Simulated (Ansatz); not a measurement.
Property card for Ni2Ge

Ni2Ge:
```yaml
crystal:
  lattice:
    - [5.10304, 0.00000, 0.00000]
    - [0.00000, 3.78612, 0.00000]
    - [0.00000, 0.00000, 7.17952]
  atoms:
    - { symbol: Ni, position: [0.17056, 0.75000, 0.43972] }
    - { symbol: Ni, position: [0.82944, 0.25000, 0.56028] }
    - { symbol: Ni, position: [0.32944, 0.25000, 0.93972] }
    - { symbol: Ni, position: [0.67056, 0.75000, 0.06028] }
    - { symbol: Ni, position: [0.54374, 0.75000, 0.70682] }
    - { symbol: Ni, position: [0.45626, 0.25000, 0.29318] }
    - { symbol: Ni, position: [0.95626, 0.25000, 0.20682] }
    - { symbol: Ni, position: [0.04374, 0.75000, 0.79318] }
    - { symbol: Ge, position: [0.21260, 0.75000, 0.11349] }
    - { symbol: Ge, position: [0.78740, 0.25000, 0.88651] }
    - { symbol: Ge, position: [0.28740, 0.25000, 0.61349] }
    - { symbol: Ge, position: [0.71260, 0.75000, 0.38651] }
```

Space group Pnma (No. 62); conventional cell a = 5.1030 Å, b = 3.7861 Å, c = 7.1795 Å, α = β = γ = 90.00°.

Method: DFT-r²SCAN in the program Ansatz with PAW potentials. Geometry: relaxed at this level of theory. Other levels are named where they apply.

**Cell and energy**

- Volume per atom: 11.56 Å³
- Density: 9.10 g/cm³
- Formation energy from the elements (no fitted shifts): -0.26 eV/atom

**Electronic structure**

- Electronic character: metallic (no gap)
- Density of states at the Fermi level: 0.52 states/eV per atom (mean over ±0.08 eV)

**Mechanics**

Bulk modulus (Birch–Murnaghan fit): 179 GPa
Pressure derivative B′: 5.4

**Charges**

Bader charges: Ni -0.11 to -0.02, Ge +0.13 e

The first step of the workflow began from a Materials Project structure, measured or hypothetical; the Crystallography Open Database copy checked does not list it. Its standing as an ambient phase is unchecked. The cell was relaxed with r²SCAN under the symmetry of its start; whether a distortion lowers the energy is not shown. The run is not spin-polarised. The references are the lowest solids computed at this level, not always the standard phases. Scalar-relativistic: spin–orbit coupling is off unless named, which matters more the heavier the elements.

Potentials: the later of the program's two PAW sets.
